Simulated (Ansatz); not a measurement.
# Sn4Ge3Te: vibrational free energy, entropy and heat capacity

Theory: DFT PBE, scalar-relativistic, plane waves, PAW in Ansatz. Cutoff 420 eV, 6×6×8 k-points (Γ-centred), Gaussian smearing of 0.10 eV. No spin polarisation. Phonons by linear response, acoustic sum rule imposed.

The cell, relaxed at this level:
```xyz
8
Lattice="4.2544 -5.9307 0.0000 4.2544 5.9307 0.0000 0.0000 0.0000 4.1423" Properties=species:S:1:pos:R:3 pbc="T T T"
Sn    4.2544    3.0775    0.0000
Sn    6.5683    0.0000    2.0711
Sn    1.9405    0.0000    2.0711
Sn    4.2544   -3.0775    0.0000
Ge    2.1272    2.9654    2.0711
Ge    2.1272   -2.9654    2.0711
Ge    0.0000    0.0000    0.0000
Te    4.2544    0.0000    0.0000
```

The cell was found from a structure generator's guess, not taken from experiment. In a metal, frequencies and elastic constants depend on the k mesh and the smearing, soft modes and shear constants most. Some empty bands missed the eigensolver's threshold. Spin–orbit coupling is left out, which matters for heavy elements. The q mesh is coarse, so values between its points are rough.

Force constants from linear response on a 1×1×2 q mesh, interpolated to a fine mesh.

Question: What is the zero-point energy per atom?

Answer: 16.0 meV.

Question: How large are the vibrational entropy and heat capacity at 300 K?

Answer: S = 5.96 k_B and C_V = 2.95 k_B per atom, 98 % of the Dulong–Petit value.

Question: Tabulate them against temperature.

Answer:
```csv
T (K),F_vib (meV/atom),S (k_B/atom),C_V (k_B/atom)
100,5.0,2.85,2.61
200,-28.7,4.77,2.89
300,-75.2,5.96,2.95
400,-130.4,6.81,2.97
500,-192.1,7.47,2.98
600,-258.9,8.02,2.99
700,-330.0,8.48,2.99
800,-404.8,8.88,2.99
900,-482.9,9.23,2.99
1000,-563.8,9.55,3.00
```
